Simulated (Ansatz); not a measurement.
A geometry of MgRh away from equilibrium: step 3 of the relaxation of a relaxed MgRh cell displaced along its unstable phonon at q = (½, 0, 0) of its primitive reciprocal cell (106i cm⁻¹), largest move 0.15 Å. Computed with PBEsol (plane waves to 420 eV, PAW, scalar-relativistic; Ansatz, an electronic-structure program). Γ-centred k-mesh 9×9×7 on the run's cell (coarser than for final values), Fermi–Dirac smearing 0.05 eV. The plane waves were selected for a different cell earlier on the path.

```xyz
8
Lattice="8.5635 -0.0980 0.0000 -2.1833 3.7816 0.0000 0.0000 0.0000 4.8721" Properties=species:S:1:pos:R:3 pbc="T T T"
Mg     2.3218     0.8807     1.2180
Mg     6.2054     1.5214     1.2180
Mg    -0.2234     2.8519     3.6541
Mg     4.4565     2.1132     3.6541
Rh     1.9461     1.6338     3.6541
Rh     6.6697     0.8195     3.6541
Rh     0.1523     2.0988     1.2180
Rh     3.9922     2.8151     1.2180
```

Question: Give the Cartesian forces on all atoms (eV/Å).

Answer: 
| atom | Fx | Fy | Fz |
|---|---|---|---|
| Mg1 | 0.65 | -0.67 | 0.00 |
| Mg2 | -0.25 | 0.90 | 0.00 |
| Mg3 | -0.65 | 0.67 | 0.00 |
| Mg4 | 0.25 | -0.90 | 0.00 |
| Rh5 | -0.06 | 0.96 | 0.00 |
| Rh6 | 0.80 | -0.54 | 0.00 |
| Rh7 | 0.06 | -0.96 | 0.00 |
| Rh8 | -0.80 | 0.54 | 0.00 |

The path ends in Pm-3m (No. 221) (CsCl type). No spin polarisation in the result.

The run could not lose the symmetry of its start.

Of the parent cell (P6₃/mmc (No. 194)): it is a generated cell of MgRh: the first start was made by placing the elements on the sites of a structure type, and the end was not matched to a known phase here, so it may be hypothetical.
